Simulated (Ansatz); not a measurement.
Au (fcc, Cu type), conventional cell a = b = c = 4.1240 Å, α = β = γ = 90.00°. The calculation uses the primitive cell of 1 atom, to which meshes and values per cell refer.

This relaxed cell (volume V₀) is scaled evenly in all directions, its shape held. Symmetry pins the atoms to their sites.

Calculation: r2SCAN (plane waves to 500 eV, PAW, scalar-relativistic; Ansatz, a quantum-chemistry and plane-wave program). k mesh 19×19×19 (Γ-centred), Fermi-Dirac smearing 0.05 eV. Energies are smeared free energies. Au was relaxed with its symmetry unable to fall. Spin-orbit coupling is left out, though Au is heavy. The PAW data are Ansatz's earlier set. ΔE is measured from the relaxed starting cell. The last digit holds for this mesh only.

```json
[
 {"V (Å³/atom)": "15.781", "ΔE (meV/atom)": "105.9"},
 {"V (Å³/atom)": "16.220", "ΔE (meV/atom)": "55.8"},
 {"V (Å³/atom)": "16.658", "ΔE (meV/atom)": "23.3"},
 {"V (Å³/atom)": "17.096", "ΔE (meV/atom)": "5.5"},
 {"V (Å³/atom)": "17.535", "ΔE (meV/atom)": "0.0"},
 {"V (Å³/atom)": "17.973", "ΔE (meV/atom)": "4.9"},
 {"V (Å³/atom)": "18.412", "ΔE (meV/atom)": "18.6"},
 {"V (Å³/atom)": "18.850", "ΔE (meV/atom)": "39.8"},
 {"V (Å³/atom)": "19.288", "ΔE (meV/atom)": "67.0"}
]
```

**Question.** What is the fitted pressure derivative B₀′?

**Answer.** 5.9.

**Question.** What bulk modulus B₀ follows from a third-order Birch-Murnaghan fit?

**Answer.** 152 GPa. Check by three points about V = 17.535 Å³/atom, step 0.877: d²E/dV² ≈ (23 − 2·0 + 19) meV / 0.877² = 0.0546 eV/Å⁶, and V·d²E/dV² × 160.2 = 154 GPa.

(A scan under strain: stresses follow from slopes of the energy per volume, elastic moduli from its curvatures.)
